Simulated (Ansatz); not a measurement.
PbSe:
```cif
data_PbSe
_chemical_formula_sum 'Pb1 Se1'
_space_group_name_H-M_alt 'P 1'
_space_group_IT_number 1
_cell_length_a 4.34977
_cell_length_b 4.34977
_cell_length_c 4.35103
_cell_angle_alpha 59.990
_cell_angle_beta 120.010
_cell_angle_gamma 119.983
loop_
_space_group_symop_operation_xyz
  'x, y, z'
loop_
_atom_site_label
_atom_site_type_symbol
_atom_site_fract_x
_atom_site_fract_y
_atom_site_fract_z
_atom_site_occupancy
Pb1 Pb 0.50809 0.49191 0.50971 1
Se1 Se 0.00798 0.99202 0.01031 1
```

Relaxed with r²SCAN+D4. 

HSE06 on this cell (Ansatz, an electronic-structure program, PAW) gives a gap of 0.74 eV. What does r²SCAN+D4 give?

0.62 eV.

Cost on shared cores: the r²SCAN+D4 run (SCF on a 8×8×8 mesh, then bands and DOS) very roughly 3 core-minutes, the HSE06 run (SCF on 6×6×6, then a few points) about 6 core-minutes (a rough figure); the tasks are unlike.

Space group Fm-3m (rock salt). Symmetry was held in the r²SCAN+D4 relaxation; of distortions, only those at the zone centre were tested. Scalar-relativistic: spin–orbit coupling is off unless named, which matters more the heavier the elements.

Potentials: the later of the program's two PAW sets.

Ansatz is a plane-wave DFT program.
